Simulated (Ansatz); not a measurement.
Starting cell, WSi₂ (MoSi2 type, space group I4/mmm):

```
WSi2
1.0
   -1.60576     1.60576     3.90206
    1.60576    -1.60576     3.90206
    1.60576     1.60576    -3.90206
W Si
1 2
Cartesian
  0.00000   0.00000   0.00000
  0.00000   0.00000   2.61331
  0.00000   0.00000   5.19081
```

In this cell atom 1 (W, nearest neighbour Si at 2.611 Å; its periodic images, 3.2 Å or more away, move with it) is moved by u·(0.707, 0.707, 0.000) + v·(0.000, 0.000, 1.000); the rest is frozen.

These are r2SCAN (plane waves to 500 eV, PAW, scalar-relativistic; Ansatz, an electronic-structure program) values and carry that method's errors. k mesh 16×16×16 (Γ-centred), Fermi-Dirac smearing 0.05 eV. Energies are smeared free energies. With partly filled bands, energies and forces of such displacements shift with the k mesh and the smearing. Spin-orbit coupling is left out, though W is heavy. WSi2 is run without spin polarisation. WSi2 was relaxed with its symmetry unable to fall. The last digit holds for this mesh only.

Changes of ΔE (meV/cell) from the point u = 0.000 Å, v = 0.000 Å when one coordinate moves alone (two changes are said to add if the coupling is within 5 % of the smaller one, nearly so within 20 %):

```
point                      change
-------------------------  ------
u = 0.000 Å, v = -0.390 Å  1271.0
u = 0.000 Å, v = -0.195 Å   297.8
u = -0.390 Å, v = 0.000 Å  1017.3
u = -0.195 Å, v = 0.000 Å   222.6
u = 0.195 Å, v = 0.000 Å    222.6
u = 0.390 Å, v = 0.000 Å   1017.3
u = 0.000 Å, v = 0.195 Å    297.8
u = 0.000 Å, v = 0.390 Å   1271.0
```

### Question
Do the two effects add at u = 0.195 Å, v = -0.390 Å? Give the computed change.

### Answer
The sum of the single changes is 222.6 + (1271.0) = 1493.6; the calculation gives 1545.4, so the coupling contributes 51.8 (over 20 % of the smaller single change, not additive).

### Question
What is the change at u = -0.390 Å, v = 0.390 Å, where both move, and how far is it from the sum?

### Answer
The sum of the single changes is 1017.3 + (1271.0) = 2288.3; the calculation gives 2539.7, so the coupling contributes 251.4 (over 20 % of the smaller single change, not additive).

### Question
What is the change at u = -0.195 Å, v = 0.195 Å, where both move, and how far is it from the sum?

### Answer
The sum of the single changes is 222.6 + (297.8) = 520.4; the calculation gives 535.3, so the coupling contributes 14.9 (under 20 % of the smaller single change, nearly additive).

(For displaced atoms, the force is minus the slope of the energy, and its curvature is a force constant, which sets phonon frequencies.)
